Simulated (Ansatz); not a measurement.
CsGeBr₃:
```xyz
5
Lattice="3.9651 2.2892 3.3522 -3.9651 2.2892 3.3522 0.0000 -4.5785 3.3522" Properties=species:S:1:pos:R:3 pbc="T T T"
Cs     0.0000     0.0000     0.0148
Ge     0.0000     0.0000     4.7944
Br    -1.8873    -1.0896     3.4855
Br     1.8873    -1.0896     3.4855
Br     0.0000     2.1793     3.4855
```

Relaxed with r²SCAN.

Problem. Give the Bader charges and basin volumes of the independent atoms, r²SCAN (plane waves, PAW; program Ansatz).

Solution. 

```json
[
 {"atom": "Cs1", "Bader charge (e)": "+0.88", "Bader volume (Å³)": "42.2"},
 {"atom": "Ge2", "Bader charge (e)": "+0.97", "Bader volume (Å³)": "18.6"},
 {"atom": "Br3", "Bader charge (e)": "-0.62", "Bader volume (Å³)": "40.2"}
]
```

Space group R3m. The workflow started from a Materials Project entry (that database holds measured and hypothetical structures alike); the Crystallography Open Database copy checked does not list it. Its standing as an ambient phase is unchecked. The r²SCAN relaxation kept the symmetry of its start; its stability against distortions is not shown here. Spin–orbit coupling is left out wherever it is not named.

Potentials: the later of the program's two PAW sets.
